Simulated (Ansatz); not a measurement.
An elastic tensor (GPa, Voigt order, standard axes) from the program Ansatz at the PBEsol level (PAW):

|  | 1 | 2 | 3 | 4 | 5 | 6 |
|---|---|---|---|---|---|---|
| 1 | 210 | 117 | 117 | 0.0 | 0.0 | 0.0 |
| 2 | 117 | 210 | 117 | 0.0 | 0.0 | 0.0 |
| 3 | 117 | 117 | 210 | 0.0 | 0.0 | 0.0 |
| 4 | 0.0 | 0.0 | 0.0 | 119 | 0.0 | 0.0 |
| 5 | 0.0 | 0.0 | 0.0 | 0.0 | 119 | 0.0 |
| 6 | 0.0 | 0.0 | 0.0 | 0.0 | 0.0 | 119 |

### Question
Which compound is it?
A) Cs2SnI6, Fm-3m (Cs on 8c, Sn on 4a, I on 24e)
B) LaFeO3, cubic perovskite
C) Ti2C, Fd-3m (Ti on 32e, C on 16d)
D) TiFe, CsCl type

### Answer
C, Ti2C, Fd-3m (Ti on 32e, C on 16d)

The workflow started from a Materials Project entry (that database holds measured and hypothetical structures alike); the Crystallography Open Database copy checked does not list it. Its standing as an ambient phase is unchecked. The cell was relaxed with PBEsol under the symmetry of its start; of distortions, only those at the zone centre were tested. No spin polarisation was allowed. As this level gives no gap, shear constants depend on the k-mesh and smearing (Fermi–Dirac, 0.1 eV here).

Potentials: the later of the program's two PAW sets.
